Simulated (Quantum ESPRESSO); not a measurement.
One change at a time to Ag2Ta3Ti2V

All numbers below are calculated, not measured. They come from Quantum ESPRESSO 7.5, a public plane-wave density functional program. Each row is one single-point run on a made-up periodic cell of eight metal atoms, with elements, volume, strain and displacements drawn at random and not relaxed, so a cell may be unstable or far from any real phase. There is no spin polarisation or spin-orbit coupling.

Settings: PBE unless stated; PseudoDojo standard norm-conserving files; Fermi-Dirac width 0.25 eV, which means electrons at about 2900 K; cutoff 1143 eV; 8 x 4 x 3 k mesh shifted half a step off Gamma. E is the free energy of the whole cell (internal energy minus TS), so a -TS column is already part of it. Stress is positive in tension, and the pressure P is minus a third of its trace.

Checks: one run of this series was repeated at a higher cutoff and on a denser mesh, which moved values by no more than 0.004 eV, 0.08 GPa and 0.006 eV/Å, and a second program with other atomic files agreed on it to 2 % rms in force and 0.5 GPa in pressure. Known limits: heavy elements are run without spin-orbit coupling, which real alloys of them have; a spin test at this wide smearing found no moment, but such smearing suppresses magnetism that the real alloy may have.

The lattice is face-centred cubic, and the cell vectors in Å are (0.054, -1.951, -2.003); (0.015, 4.005, -4.108); (7.961, -0.094, -0.123), a volume of 127.65 Å³ in run 1. The elements on sites 1 to 8 are Ta Ta Ti V Ti Ag Ta Ag. Each later run makes one change to run 1 and keeps the rest. E is counted from run 1, and is n/a where other atomic files have another zero of energy.

| run | change | V (Å³) | P (GPa) | -TS (eV) | rms force (eV/Å) | largest change of a force component (eV/Å) | E (eV) |
|---|---|---|---|---|---|---|---|
| 1 | none | 127.65 | 18.11 | -1.727 | 0.639 | 0.000 | 0.000 |
| 2 | sites 2 and 3 exchanged | 127.65 | 18.96 | -1.742 | 0.900 | 1.348 | 0.117 |
| 3 | all lengths scaled by +0.84 % | 130.89 | 12.93 | -1.772 | 0.582 | 0.111 | -0.314 |
| 4 | LDA in place of PBE | 127.65 | 4.91 | -1.751 | 0.543 | 0.176 | n/a |
| 5 | Ru on site 8 | 127.65 | 12.79 | -1.802 | 0.721 | 1.135 | n/a |
| 6 | site 5 moved by -0.20 Å along z | 127.65 | 17.88 | -1.715 | 0.642 | 1.133 | ? |

## Worked estimate

Along the move dE = -F dx. The force on site 5 along z is -0.701 eV/Å in run 1 and 0.433 eV/Å in run 6, and the move is -0.20 Å, so the mean force times the move gives an estimate.

## Withheld value

Question: what E should run 6 give?

The estimate is -0.027 eV. The calculation gave -0.027 eV.
